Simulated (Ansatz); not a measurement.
input.yaml (Ansatz)

```yaml
crystal:
  lattice:
    - [4.9310827851, 0.0, 0.0]
    - [-2.4655413925, 4.27044296, 0.0]
    - [0.0, 0.0, 2.9527228399]
  atoms:
    - { symbol: Cd, position: [1.0, 0.0, 0.0] }
    - { symbol: Cd, position: [0.3333333333, 0.6666666667, 0.5] }
    - { symbol: Cd, position: [0.6666666667, 0.3333333333, 0.5] }
hamiltonian:
  xc: pbesol
  pseudopotentials:
    kind: paw
    azcp:
      Cd: "pseudopotentials/Cd.paw.azcp"
basis:
  ecutwfc: 420
  fft_grid_basis: typed
kpoints:
  mp_grid: { grid: [8, 8, 12], shift: [0, 0, 0] }
magnetization:
  spin_polarized: false
scf:
  occupations: { method: fermi_dirac, width: 0.1 }
  lower_state_search: "off"
output:
  stress: true
```

Output

```
Warning: the record states the generating functional pbe (its physics header spells it `PBE`), which answers neither for hamiltonian.xc's functional nor for the pbesol family's — results may be inconsistent (PPs are generated against a specific XC)
Engine: ansatz 0.2.0, aarch64-unknown-linux-gnu
Pseudopotentials: kind: paw
Pseudopotential: Cd, paw, valence charge 20, recommended cutoff 420 eV (normal) 
Functional definition: PBEsol
  exchange = pbesol_x
  correlation = pbesol_c
Crystal: 3 atoms, lattice volume = 62.178 Å³
Basis set: ecut = 420 eV, 1191 PW (Γ)
Bands: 35, of which v1, the nominal top of the filled ones, is band 30 counted from 1 (29 counted from 0)
Symmetry: 24 space group operations
Space group: P6/mmm (ITA 191), of the structure as read, at distance tolerance 4.0e-5 Å
k-points: 70 of 768
Non-local potential: Cd, projectors of the file, l = 0: 3, l = 1: 2, l = 2: 2, l = 3: 1
PAW form: soft (Blöchl's): semilocal exchange-correlation on the pseudo side does not see the compensation charge
PAW frozen core: Cd, regenerated for the run's functional, and the local potential with it (the file was generated under x = pbe(κ = 0.804, μ = 0.2195149727645171), c = pbe(β = 0.06672455060314922))
PAW one-centre angular grid: Cd, 590 points (default); XC on 64 Gauss nodes
Initial density: superposition of atomic densities (neutral atoms: chi_scale 0, normalization atom), corrected by the library's trained network
Initial wavefunctions: pseudopotential atomic-orbital guess
Functional: x = pbesol(κ = 0.804, μ = 0.12345679012345678), c = pbesol(β = 0.046)
SCF iter   1: F=—  HF=-24551.940073 eV  |F-HF|=—  |Δ(HF+E_count)|=         —  Δρ=5.87e-3  dr2=1.74e-2  ethr=1.77e-3  ⟨swp⟩=5.7  Hψ=8478  notcnv=0
SCF iter   2: F=—  HF=-24551.935418 eV  |F-HF|=—  |Δ(HF+E_count)|=   4.66e-3  Δρ=1.80e-3  dr2=1.93e-3  ethr=2.90e-5  ⟨swp⟩=2.0  Hψ=4044  notcnv=0
SCF iter   3: F=—  HF=-24551.934831 eV  |F-HF|=—  |Δ(HF+E_count)|=   5.87e-4  Δρ=6.11e-4  dr2=1.73e-4  ethr=3.22e-6  ⟨swp⟩=2.0  Hψ=3492  notcnv=0
SCF iter   4: F=—  HF=-24551.934803 eV  |F-HF|=—  |Δ(HF+E_count)|=   2.83e-5  Δρ=1.10e-4  dr2=6.85e-6  ethr=2.88e-7  ⟨swp⟩=2.2  Hψ=3871  notcnv=0
SCF iter   5: F=—  HF=-24551.934801 eV  |F-HF|=—  |Δ(HF+E_count)|=   1.29e-6  Δρ=2.46e-5  dr2=3.67e-7  ethr=1.14e-8  ⟨swp⟩=2.6  Hψ=4481  notcnv=0
SCF iter   6: F=-24551.934801 eV  HF=-24551.934801 eV  |F-HF|=4.72e-9  |Δ(HF+E_count)|=   4.18e-8  Δρ=3.51e-6  dr2=1.14e-8  ethr=1.67e-10  ⟨swp⟩=4.0  Hψ=7982  notcnv=0
SCF 1 converged in 6 iterations: F = -24551.934801 eV  dr2 = 1.14e-8
SCF converged after 6 iterations
Free energy (F): -24551.934801 eV
Harris-Foulkes:  -24551.934801 eV  (|F-HF|=4.72e-9)
Internal energy: -24551.901734 eV  (E = F + TS)
E sigma→0 (E₀):  -24551.918268 eV
Entropy (-TS):   -0.033067 eV (-11.022 meV/atom)
Fermi energy:    15.379682 eV
--- Per-component energies (eV) ---
  E_band       = -1145.749971
  E_kinetic    = 1516.237271
  E_local      = -8587.255813  (includes V_loc(G=0)·N_el)
  E_nonlocal   = 105.469399
  E_hartree    = 4049.344440
  E_xc         = -528.458374
  E_vxc        = -665.915153  (∫ρ·V_xc dr)
  E_paw        = -12037.682969  (= ΣΔE_a)
  E_vpaw       = -1612.972906  (= ΣTr[D̂ρ^β])
  E_aug_tail   = 0.000036  (compensation charges beyond the density's cutoff)
  E_ewald      = -9070.581603
  E_core_change = 1.025879  (= ΣΔE_core)
  E_smearing   = -0.033067  (= −TS)
  E_closure    = -0.000000  (closes the sum)
  Σ components = -24551.934801   (vs F -24551.934801, Δ=0.00e0)
--- Stress (GPa, compression-positive) ---
        2.647282      -0.000000       0.000000
       -0.000000       2.647282       0.000000
        0.000000       0.000000       1.974992
  P = ⅓ Tr σ = 2.4232 GPa (24.232 kbar)
```
